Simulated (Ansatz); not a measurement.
CoW (rock salt, Fm-3m) at seven volumes, the program Ansatz at the PBE level (PAW), scaled uniformly. One row is withheld.

```
V (Å³/atom)  P (GPa)
-----------  -------
13.186         27.13
13.621         16.57
14.056          7.61
14.491         -0.01
14.925         -6.48
15.360             ?
15.795        -16.63
```

**Question.** Fit the shown pressures and predict the withheld one.

**Answer.** Third-order Birch–Murnaghan: P = (3/2)B₀(x^(7/2) − x^(5/2))[1 + (3/4)(B′ − 4)(x − 1)] with x = (V₀/V)^(2/3). Least squares on the six rows gives V₀ = 14.490 Å³/atom, B₀ = 233.4 GPa, B′ = 4.42. At V = 15.360, x = 0.9619 and P = -11.97 GPa. The run itself gave -11.97 GPa.

The start of the workflow was typed in or built on a structure type; neither database checked (COD, Materials Project) lists it. Whether it is the stable phase at ambient conditions was not checked. Symmetry was held in the PBE relaxation; its stability against distortions is not shown here. The workflow began spin-polarised and lost its moments. Its formation energy is positive at this level, so the cell may be metastable or incomplete. Spin–orbit coupling is left out wherever it is not named.

Potentials: the later of the program's two PAW sets.
